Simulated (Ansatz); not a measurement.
MgRh (CsCl type, space group No. 221) under volume change, r²SCAN (plane waves, PAW; program Ansatz), scaled uniformly.

```json
[
 {"V (Å³/atom)": "13.433", "E − E(relaxed) (meV/atom)": "56.5", "P (GPa)": "14.86"},
 {"V (Å³/atom)": "13.876", "E − E(relaxed) (meV/atom)": "?", "P (GPa)": "?"},
 {"V (Å³/atom)": "14.319", "E − E(relaxed) (meV/atom)": "5.6", "P (GPa)": "4.15"},
 {"V (Å³/atom)": "14.762", "E − E(relaxed) (meV/atom)": "0.0", "P (GPa)": "-0.01"},
 {"V (Å³/atom)": "15.205", "E − E(relaxed) (meV/atom)": "5.0", "P (GPa)": "-3.54"},
 {"V (Å³/atom)": "15.647", "E − E(relaxed) (meV/atom)": "19.1", "P (GPa)": "-6.53"},
 {"V (Å³/atom)": "16.090", "E − E(relaxed) (meV/atom)": "?", "P (GPa)": "?"}
]
```

Some entries are withheld; supply them.


- 13.876, E − E(relaxed) (meV/atom): 23.7
- 13.876, P (GPa): 9.06
- 16.090, E − E(relaxed) (meV/atom): 40.7
- 16.090, P (GPa): -9.07

What does a third-order Birch–Murnaghan fit give for V₀, B₀ and B′?

V₀ = 14.76 Å³/atom, B₀ = 128 GPa, B′ = 4.5.

Space group Pm-3m (CsCl type). The workflow started from an entry of the Crystallography Open Database (COD). Its standing as an ambient phase is unchecked. The cell was relaxed with r²SCAN under the symmetry of its start; its stability against distortions is not shown here. No spin polarisation was allowed.

Potentials: the later of the program's two PAW sets.
